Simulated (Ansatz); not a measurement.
An Ansatz (an electronic-structure program) run. Input:

Ansatz 0.2 input:
```yaml
crystal:
  lattice:
    - [7.865481922, 0.0, 0.0]
    - [0.0, 8.1692323969, 0.0]
    - [-2.9883001562, 0.0, 9.1589388515]
  atoms:
    - { symbol: K, position: [0.2197210217, 0.25, 0.5536064359] }
    - { symbol: K, position: [0.7802789783, 0.75, 0.4463935641] }
    - { symbol: K, position: [0.2566390034, 0.25, 0.0656820701] }
    - { symbol: K, position: [0.7433609966, 0.75, 0.9343179299] }
    - { symbol: Zn, position: [0.7776568551, 0.25, 0.6988139989] }
    - { symbol: Zn, position: [0.2223431449, 0.75, 0.3011860011] }
    - { symbol: I, position: [0.5942747039, 0.25, 0.4217551879] }
    - { symbol: I, position: [0.4057252961, 0.75, 0.5782448121] }
    - { symbol: I, position: [0.0028163764, 0.0012232801, 0.2422069522] }
    - { symbol: I, position: [0.9971836236, 0.9987767199, 0.7577930478] }
    - { symbol: I, position: [0.9971836236, 0.5012232801, 0.7577930478] }
    - { symbol: I, position: [0.0028163764, 0.4987767199, 0.2422069522] }
    - { symbol: I, position: [0.5836464168, 0.25, 0.8754812643] }
    - { symbol: I, position: [0.4163535832, 0.75, 0.1245187357] }
kpoints:
  mp_grid: { grid: [4, 4, 3] }
hamiltonian:
  xc: r2scan
  pseudopotentials: { kind: paw }
scf:
  occupations: { method: fixed }
checkpoint: { read: static.run }
output: { bader: true, populations: true }
```

Output (shortened):

```
Pseudopotential: K, paw, valence charge 9
Pseudopotential: Zn, paw, valence charge 12
Pseudopotential: I, paw, valence charge 17
Functional definition: r2SCAN
Crystal: 14 atoms, lattice volume = 588.507 Å³
Basis set: ecut = 500 eV, 14935 PW (Γ), exchange–correlation on 240×240×288 points (64 copies of the dense FFT grid, shifted against one another)
Bands: 118, of which v1, the nominal top of the filled ones, is band 98 counted from 1 (97 counted from 0)
Symmetry: 4 space group operations
Space group: P21/m (ITA 11), of the structure as read, at distance tolerance 8.4e-5 Å
k-points: 21 of 48
Stability of the state it starts from, as read at its close in the unpolarized treatment …
iter 1 solved again at ethr=4.51e-7 eV; its pass at ethr=3.10e-3 eV (dr2=8.84e-4 eV) is discarded
SCF iter   1: F=—  HF=-73063.498308 eV  |F-HF|=—  |Δ(HF+E_count)|=         —  Δρ=1.33e-6  dr2=9.24e-9  dr2_τ=4.55e-10  ethr=4.51e-7  ⟨swp⟩=3.3  Hψ=13857  notcnv=0  defer=378
preconditioner: auto → Resta (q_TF=auto, 2.271 Å⁻¹)
SCF iter   2: F=—  HF=-73063.498286 eV  |F-HF|=—  |Δ(HF+E_count)|=   2.15e-5  Δρ=1.13e-6  dr2=5.45e-9  dr2_τ=6.30e-10  ethr=4.71e-12  ⟨swp⟩=21.4  Hψ=18151  notcnv=0
SCF iter   3: F=-73063.498286 eV  HF=-73063.498286 eV  |F-HF|=1.18e-9  |Δ(HF+E_count)|=   1.85e-9  Δρ=5.24e-7  dr2=1.56e-9  dr2_τ=9.52e-11  ethr=2.78e-12  ⟨swp⟩=1.0  Hψ=4964  notcnv=0
SCF 1 converged in 3 iterations: F = -73063.498286 eV  dr2 = 1.56e-9
SCF converged after 3 iterations
Free energy (F): -73063.498286 eV
Harris-Foulkes:  -73063.498286 eV  (|F-HF|=1.18e-9)
Internal energy: -73063.498286 eV  (E = F + TS)
E sigma→0 (E₀):  -73063.498286 eV
Fermi energy:    2.713047 eV
--- Per-component energies (eV) ---
  E_band       = -3929.875613
  E_kinetic    = 2782.557506
  E_local      = -25364.285675  (includes V_loc(G=0)·N_el)
  E_nonlocal   = 567.740965
  E_hartree    = 12144.693902
  E_xc         = -1748.137296
  E_vxc        = -1966.904709  (∫ρ·V_xc dr)
  E_paw        = -45569.049307  (= ΣΔE_a)
  E_vpaw       = -4355.442750  (= ΣTr[D̂ρ^β])
  E_aug_tail   = -0.000325  (compensation charges beyond the density's cutoff)
  E_vtau       = 117.069382  (kinetic-family band-sum trace: ∫τ·v_τ [+ j·A + Jᵃ·Aᵃ] dr)
  E_ewald      = -15876.452501
  E_core_change = -0.565554  (= ΣΔE_core)
  E_smearing   =  0.000000  (= −TS)
  E_closure    = 0.000000  (closes the sum)
  Σ components = -73063.498286   (vs F -73063.498286, Δ=0.00e0)
  [band-id]    e_kinetic+e_local+e_nonlocal+2·e_hartree+e_vxc+e_vpaw+e_augmentation_tail+e_vtau = -3929.877803   (vs E_band -3929.875613, Δ=-2.19e-3)
--- Band table (eV; the first three rows and the last of 21) ---
  k-point 0: bands = ["-41.6929", "-41.6929", "-41.6925", "-41.6925", "-41.6631", "-41.6631", "-41.6622", "-41.6622", "-41.6599", "-41.6599", "-41.6598", "-41.6597", "-41.6140", "-41.6140", "-41.5931", "-41.5931", "-41.5930", "-41.5930", "-41.5902", …
  k-point 1: bands = ["-41.6929", "-41.6929", "-41.6925", "-41.6925", "-41.6631", "-41.6631", "-41.6622", "-41.6622", "-41.6599", "-41.6599", "-41.6598", "-41.6597", "-41.6140", "-41.6140", "-41.5931", "-41.5931", "-41.5930", "-41.5930", "-41.5901", …
  k-point 2: bands = ["-41.6928", "-41.6928", "-41.6925", "-41.6925", "-41.6630", "-41.6630", "-41.6623", "-41.6623", "-41.6599", "-41.6599", "-41.6598", "-41.6598", "-41.6140", "-41.6140", "-41.5931", "-41.5931", "-41.5930", "-41.5930", "-41.5901", …
  k-point 20: bands = ["-41.6927", "-41.6927", "-41.6926", "-41.6926", "-41.6627", "-41.6627", "-41.6627", "-41.6627", "-41.6598", "-41.6598", "-41.6598", "-41.6598", "-41.6140", "-41.6140", "-41.5931", "-41.5931", "-41.5931", "-41.5931", "-41.5900", …
--- Löwdin populations: 14 sites ---
  site symbol       q [e]
     0      K      8.3013
     1      K      8.3013
     2      K      8.2795
     3      K      8.2795
     4     Zn     10.7793
     5     Zn     10.7793
     6      I     17.5865
     7      I     17.5865
     8      I     17.5686
     9      I     17.5686
    10      I     17.5686
    11      I     17.5686
    12      I     17.5890
    13      I     17.5890
  spilling = 0.003340 (of n_electrons = 196.000000)
--- Bader charges: 14 sites ---
  site symbol  charge [e]  shift [e]
     0      K      0.8507     0.0000
     1      K      0.8507     0.0000
     2      K      0.8640     0.0000
     3      K      0.8640     0.0000
     4     Zn      0.8126     0.0013
     5     Zn      0.8126     0.0013
     6      I     -0.6306     0.0003
     7      I     -0.6306     0.0003
     8      I     -0.6303     0.0004
     9      I     -0.6303     0.0004
    10      I     -0.6303     0.0004
    11      I     -0.6303     0.0004
    12      I     -0.6361     0.0003
    13      I     -0.6361     0.0003
  shift: an alarm, by how much a part of what the PAW files miss would move the charge. Where it is large, compare
  with a run on PAW files of another source; a small one proves nothing
  estimated error of the sums over rays = 3.6e-4 e
```

Cost: very roughly 5 core-minutes on shared cores.

Space group P2_1/m. The first step of the workflow began from a Materials Project structure, measured or hypothetical; the Crystallography Open Database copy checked does not list it. Whether it is the stable phase at ambient conditions was not checked. The r²SCAN relaxation kept the symmetry of its start; whether a distortion lowers the energy is not shown. Scalar-relativistic: spin–orbit coupling is off unless named, which matters more the heavier the elements.

Potentials: the later of the program's two PAW sets.

Ansatz is a plane-wave DFT program.
